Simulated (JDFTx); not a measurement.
System: Cu(100) (Fm-3m bulk; lattice of mp-30, not re-optimised at this level), (1×1) cell of 5 atoms in 5 planes, area 6.40 Å² a face, 7.2 Å between the outermost planes in a cell 26.2 Å high; k mesh 8×8×1, Fermi width 0.01 Ha, no spin polarisation.

Adsorbate: F on both faces at 1.00 monolayer, started bridge and relaxed in vacuum, keeping the symmetry of the start.

All numbers are PBE, GBRV ultrasoft potentials, plane waves to 20/100 Ha results from JDFTx (a modified build), not measurements. The adsorption energy per F is [E(slab + 2 F) − E(slab)]/2 − (½ E(F2)), with the gas molecules relaxed at the same level and slab energies taken as (E + F)/2, the usual estimate of zero smearing. No zero-point energy or vibrational entropy is included. Reconstruction of the substrate beyond this cell is outside the model.

Predict the adsorption energy and the geometry, and the change of the work function.

-2.20 eV. F sits 1.16 Å above the highest substrate atom, bound to 4 Cu at 2.13 Å. The work function goes from 4.60 to 8.01 eV. In CANDLE, water, 1 M NaF, at zero charge, the adsorption energy is -2.20 eV and the potential of zero charge moves from -0.15 to 3.46 V vs SHE (4.44 V convention).
